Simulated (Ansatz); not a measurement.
**Profile along the La–F line in LaF3 (space group P6_3/mmc)**

LaF$_{3}$ (space group P6_3/mmc)

```xyz
8
Lattice="4.0765 0.0000 0.0000 -2.0383 3.5304 0.0000 0.0000 0.0000 7.2069" Properties=species:S:1:pos:R:3 pbc="T T T"
La     2.0383     1.1768     1.8017
La     0.0000     2.3536     5.4052
F      0.0000     2.3536     3.0197
F      2.0383     1.1768     4.1872
F      2.0383     1.1768     6.6232
F      0.0000     2.3536     0.5838
F      0.0000     0.0000     5.4052
F      0.0000     0.0000     1.8017
```

Fields along a shortest La–F line of a (1 -1 0 0) plane (2.39 Å), from La to F, interpolated on the slice's grid (step about 0.2 Å). Calculation: LDA (plane waves to 420 eV, PAW, scalar-relativistic; Ansatz, a program for electronic structure). k mesh 9×9×5. Near the nuclei the fields are pseudised (PAW); where an atom keeps semicore shells as valence, they peak there. LaF3 is run without spin polarisation. LaF3 was relaxed with its symmetry unable to fall. This is one of several known forms of LaF3; the measured ambient cells at hand have space group No. 165.

```
distance from La (Å)  valence electron density (e/Å³)  electron localisation function
--------------------  -------------------------------  ------------------------------
0.00                                             1.35                               x
0.24                                             1.42                               x
0.48                                             1.64                               x
0.72                                             1.53                            0.84
0.96                                             0.90                            0.74
1.20                                             0.44                            0.26
1.43                                             0.46                            0.26
1.67                                             1.14                            0.73
1.91                                             4.15                               x
2.15                                            10.52                               x
2.39                                            14.02                               x
```

x: too close to a nucleus for the ELF to mean much.

Density on the La–F line (2.39 Å) at its density minimum, 1.3 Å from La: 0.39 e/Å³. ELF at that point: 0.1.
